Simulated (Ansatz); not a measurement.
Ba$_{3}$Cd$_{2}$As$_{4}$:
```
CELL_PARAMETERS angstrom
      8.59361     2.31263     0.00000
     -8.59361     2.31263     0.00000
     -2.79461     0.00000     6.79721
ATOMIC_POSITIONS crystal
  Ba 0.14215 0.85785 0.57755
  Ba 0.85785 0.14215 0.42245
  Ba 0.00000 0.00000 0.00000
  Cd 0.33066 0.66934 0.02973
  Cd 0.66934 0.33066 0.97027
  As 0.20707 0.79293 0.18959
  As 0.79293 0.20707 0.81041
  As 0.49408 0.50592 0.32617
  As 0.50592 0.49408 0.67383
```

Relaxed with r²SCAN. Special points in fractions of this cell's reciprocal vectors: Γ (0.000, 0.000, 0.000); C (0.271, 0.271, 0.000); C2 (-0.271, 0.729, 0.000); Y2 (-0.500, 0.500, 0.000); M2 (-0.500, 0.500, 0.500); D (-0.252, 0.748, 0.500); D2 (0.252, 0.252, 0.500); A (0.000, 0.000, 0.500); L2 (0.000, 0.500, 0.500); V2 (0.000, 0.500, 0.000).

Question: List the band energies nearest the Fermi level at these points for r²SCAN (plane waves, PAW; program Ansatz).

Answer: In eV from the Fermi level; about four levels below and three above (degenerate sets whole), none deeper than 8.9 eV; points with the same levels are listed once.

| k | below | above |
|---|---|---|
| Γ | -1.10 -0.65 -0.51 -0.47 | 1.15 1.35 1.46 |
| C | -1.65 -1.53 -1.01 -0.82 | 1.26 2.07 2.12 |
| Y2 | -1.24 -0.89 -0.72 -0.40 | 0.80 1.59 2.29 |
| M2 | -1.06 -0.76 -0.76 -0.08 | 0.15 1.07 1.50 |
| D | -1.77 -1.59 -1.35 -0.99 | 1.55 1.84 2.41 |
| A | -0.90 -0.52 -0.08 -0.01 | 1.52 2.26 2.27 |
| L2 | -1.65 -1.61 -1.40 -0.99 | 1.54 2.04 2.12 |
| V2 | -1.80 -1.60 -0.87 -0.74 | 1.28 1.55 2.20 |

Space group C2/m. The workflow started from an entry of the Crystallography Open Database (COD, 296 K). Its standing as an ambient phase is unchecked. The cell was relaxed with r²SCAN under the symmetry of its start; whether a distortion lowers the energy is not shown. Spin–orbit coupling is left out wherever it is not named.

Potentials: the later of the program's two PAW sets.
